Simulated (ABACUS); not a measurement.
Worked example: self-consistent single point of Ge (P6_3/mmc, 4 atoms in the cell; from Materials Project mp-1007760, changed as shown) in ABACUS.

Method: PBEsol, numerical atomic orbitals TZP (confined pseudo-atomic orbitals with Gaussian additions; energy shift 0.01 Ry), PseudoDojo 0.4 standard norm-conserving PBEsol (tails mended) pseudopotentials (ABACUS 3.10.1).

The change in words: volume scaled by 0.94. Reference geometry (P6_3/mmc):
```
Ge
1.0
    3.97321     0.00000     0.00000
   -1.98660     3.44090     0.00000
    0.00000     0.00000     6.55912
Ge
4
Cartesian
  1.98660   1.14696   0.41257
  0.00000   2.29393   6.14656
  0.00000   2.29393   3.69213
  1.98660   1.14696   2.86699
```

Reference input (self-consistent single point, DFT, PBEsol, numerical atomic orbitals TZP (confined pseudo-atomic orbitals with Gaussian additions; energy shift 0.01 Ry), PseudoDojo 0.4 standard norm-conserving PBEsol (tails mended) pseudopotentials): basis = TZP numerical atomic orbitals, energy shift 0.01 Ry; KPT = Gamma 8 8 4 0 0 0; basis_type = lcao; ecutwfc = 100 Ry; smearing_method = fd; smearing_sigma = 0.00367493 Ry; potentials = PseudoDojo 0.4 standard norm-conserving PBEsol (tails mended); symmetry = 1; symmetry_prec = 1e-05; ks_solver = genelpa; scf_nmax = 100; scf_thr = 1.0e-07. This run's input differs from it in these lines:

```diff
@@ -31,5 +31,5 @@
 LATTICE_VECTORS
-   7.5082692870    0.0000000000    0.0000000000
-  -3.7541336986    6.5023510633    0.0000000000
-   0.0000000000    0.0000000000   12.3949479775
+   7.3549954908    0.0000000000    0.0000000000
+  -3.6774977454    6.3696129209    0.0000000000
+   0.0000000000    0.0000000000   12.1419174288
```

The program printed (abridged):

```
 SELF-CONSISTENT
 -------------------------------------------

                  longest orb rcut (Bohr) = 7
   longest nonlocal projector rcut (Bohr) = 1.94
                     search radius (Bohr) = 17.9

                          real space grid = [ 48, 48, 80 ]
                                 init_chg = atomic

 LCAO ALGORITHM --------------- ION=   1  ELEC=   1--------------------------------

 Density error is 0.0367524130138
 E_KohnSham     -713.5628690110      -9708.5208997778
 E_Fermi        0.7669652193         10.4350971501

 LCAO ALGORITHM --------------- ION=   1  ELEC=   2--------------------------------

   [... lines left out ...]

   [... 4 blocks of this kind left out ...]

 LCAO ALGORITHM --------------- ION=   1  ELEC=   7--------------------------------

 Density error is 3.63389856535e-07
 E_KohnSham     -713.5640015915      -9708.5363093258
 E_Fermi        0.7906206737         10.7569461185

 LCAO ALGORITHM --------------- ION=   1  ELEC=   8--------------------------------

 Density error is 3.26832779912e-08
 E_KohnSham     -713.5640015915      -9708.5363093252
 E_KS(sigma->0) -713.5639692811      -9708.5358697194
 E_entropy(-TS) -0.0000646208        -0.0008792115
 E_Fermi        0.7906202902         10.7569409006
 charge density convergence is achieved
 final etot is -9708.5363093 eV
 EFERMI = 10.756940901 eV

 STATE ENERGY(eV) AND OCCUPATIONS    NSPIN == 1
   [... 35 lines left out ...]

 TOTAL-FORCE (eV/Angstrom)
                       Ge1         0.0000000000         0.0000000000         0.0313933924
                       Ge2         0.0000000000         0.0000000000        -0.0313933924
                       Ge3         0.0000000000         0.0000000000         0.0313933924
                       Ge4         0.0000000000         0.0000000000        -0.0313933924

 TOTAL-STRESS (KBAR)
        72.6793940962         0.0000000000         0.0000000000
        -0.0000000000        72.6793945264         0.0000000000
         0.0000000000        -0.0000000000        68.6850426874
 TOTAL-PRESSURE: 71.347944 KBAR

 --------------------------------------------
 !FINAL_ETOT_IS -9708.5363093252017279 eV
 --------------------------------------------
```

The run converged in 8 iterations. Against the reference run the free energy goes up by 35.6 meV/atom and the pressure goes from 1.68 to 7.13 GPa.

The atom-centred basis is finite, which shifts total energies and pressures against plane waves. The structure comes from a collection of computed structures, made at another level of theory; the collection holds predicted forms beside known ones. Its lattice was then scaled. No clean gap shows at this smearing width and mesh (spacing up to 0.24 Å⁻¹); the mesh is coarse for partly filled bands, so the values carry mesh errors. Semi-local functionals can close small gaps.

Cost on one core: roughly 21 core-seconds.

The atomic orbitals were generated for these runs; they are not ABACUS's published sets and were checked against plane waves on a few crystals only.

“Tails mended”: in these copies of the files the far tail of each local potential was reset to the Coulomb form.
